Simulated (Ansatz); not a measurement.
Clamped-ion strain scan in Zn

Method: Ansatz 0.2.0, DFT PBEsol, scalar-relativistic, plane waves, PAW. Settings: plane waves to 420 eV, k-mesh 24×24×10 (Γ-centred), Gaussian smearing 0.15 eV. No spin polarisation. Energies are free energies at this smearing, counted from the undisturbed cell; pressure is positive in compression.

Reference structure (as given, not relaxed at this level; it stands at -5.4 GPa):

```
Zn
1.0
     2.66480    0.00000    0.00000
    -1.33240    2.30778    0.00000
     0.00000    0.00000    4.94670
Zn
2
Direct
  0.33333 0.66667 0.25000
  0.66667 0.33333 0.75000
```

The cell is strained by ε times the Voigt pattern (1, 1, 0, 0, 0, 0) (xx, yy, zz, yz, xz, xy; engineering shear) with fractional coordinates fixed. The cell is metallic on the mesh throughout.

```tsv
ε	ΔE (meV/atom)	stress summed along the pattern (GPa, tension positive)	pressure (GPa)
-0.0600	12.2	-22.72	8.3
-0.0450	-10.1	-10.86	3.8
-0.0300	-18.1	-1.13	0.1
-0.0150	-14.0	6.69	-2.9
0.0000	0.0	12.84	-5.4
0.0150	21.6	16.93	-7.3
0.0300	48.3	19.53	-8.7
0.0450	78.6	21.38	-9.8
0.0525	94.8	22.16	-10.3
0.0600	111.7	22.85	-10.6
```